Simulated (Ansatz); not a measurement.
PbF2: the gap from level to level

A database entry relaxed whole under r2SCAN at zero pressure (Fm-3m, No. 225):

```
Pb F
1.0
     0.00000    2.96088    2.96088
     2.96088    0.00000    2.96088
     2.96088    2.96088    0.00000
Pb F
1 2
Direct
  0.00000 0.00000 0.00000
  0.25000 0.25000 0.25000
  0.75000 0.75000 0.75000
```

Its volume is 17.30 Å³ an atom, -0.3 % against the entry's 17.35, which is old or was flagged in a check.

Single points on this cell with plane-wave PAW DFT (Ansatz 0.2.0; r2SCAN 500 eV, hybrids 420 eV; fermi-dirac occupations of width 0.020 eV; no moments): r2SCAN on a 8×8×8 Γ-centred mesh; r2SCAN with spin-orbit coupling on a 8×8×8 Γ-centred mesh; HSE06 on a 8×8×8 Γ-centred mesh; PBE0 on a 8×8×8 Γ-centred mesh.

What does each level give for gap and charges?

The runs give:

```tsv
level	gap (eV), or kind	pressure (GPa)	Bader charge of Pb (e)	Bader charge of F (e)
r2SCAN	4.94	0.0	+1.62	-0.81
r2SCAN with spin-orbit coupling	4.53	-0.1	+1.60	-0.80
HSE06	5.74	1.2	+1.66	-0.83
PBE0	6.46	1.0	+1.66	-0.83
```

Under r2SCAN the gap is 4.94 eV, over mesh and band path. HSE06 moves it by +0.80 eV and PBE0 by +1.52 eV; PBE0 keeps its exact exchange at long range, which widens the gap over HSE06's by 0.72 eV on their common mesh. Spin-orbit coupling moves the r2SCAN gap by -0.41 eV, which the hybrid values lack. The charge on Pb goes from +1.62 to +1.66 e under HSE06.

Caveats: the relaxation kept the start's symmetry; HSE06 is read on its mesh and at the zone's corners, PBE0 on its mesh alone; hybrid pressures are good to a few tenths of a GPa; pressure is positive in compression.
